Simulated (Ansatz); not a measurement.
Relaxed-ion elastic tensor of BaF₂ (fluorite, Fm-3m) in GPa (Voigt order), r²SCAN in the plane-wave PAW code Ansatz; density 4.90 g/cm³, 19.81 Å³ per atom.

|  | 1 | 2 | 3 | 4 | 5 | 6 |
|---|---|---|---|---|---|---|
| 1 | 94.0 | 44.5 | 44.5 | 0.0 | 0.0 | 0.0 |
| 2 | 44.5 | 94.0 | 44.5 | 0.0 | 0.0 | 0.0 |
| 3 | 44.5 | 44.5 | 94.0 | 0.0 | 0.0 | 0.0 |
| 4 | 0.0 | 0.0 | 0.0 | 26.2 | 0.0 | 0.0 |
| 5 | 0.0 | 0.0 | 0.0 | 0.0 | 26.2 | 0.0 |
| 6 | 0.0 | 0.0 | 0.0 | 0.0 | 0.0 | 26.2 |

Q: Is the crystal mechanically stable?

A: Yes: the smallest eigenvalue of C is 26.2 GPa.

Q: Work out the Voigt, Reuss and Hill averages.

A: K_V = 61.0, K_R = 61.0, K_H = 61.0; G_V = 25.6, G_R = 25.6, G_H = 25.6 GPa.

Q: Give Young's modulus, Poisson's ratio, Pugh's ratio and the universal anisotropy index.

A: E = 9KG/(3K + G) = 67.4 GPa; ν = 0.32; K/G = 2.38 (ductile by the Pugh limit of 1.75); A_U = 5G_V/G_R + K_V/K_R − 6 = 0.00.

Q: Estimate the sound speeds and the Debye temperature.

A: v_l = √((K + 4G/3)/ρ) = 4410 m/s, v_t = √(G/ρ) = 2290 m/s, mean 2560 m/s; Θ = (h/k)(3n/4πV)^(1/3) v_m = 281 K.

Q: Give the Zener ratio and Young's modulus along [100], [110] and [111].

A: A = 2C44/(C11 − C12) = 1.06; 1/E = S11 − 2(S11 − S12 − S44/2)Γ with Γ = 0, 1/4, 1/3 gives 65.4, 67.8, 68.7 GPa.

Q: Solve the Christoffel equation for the three sound speeds along [100], [110], [111].

A: Eigenvalues of C_ijkl n_j n_l equal ρv². In km/s, slowest first: [100] 2.31, 2.31, 4.38; [110] 2.25, 2.31, 4.41; [111] 2.27, 2.27, 4.43.

The cell was relaxed with r²SCAN under the symmetry of its start. Spin–orbit coupling is left out wherever it is not named.

Potentials: the earlier of the program's two PAW sets. The files were generated under PBE; for other functionals the program regenerates the frozen cores, and for LDA and PBEsol the local potential too.
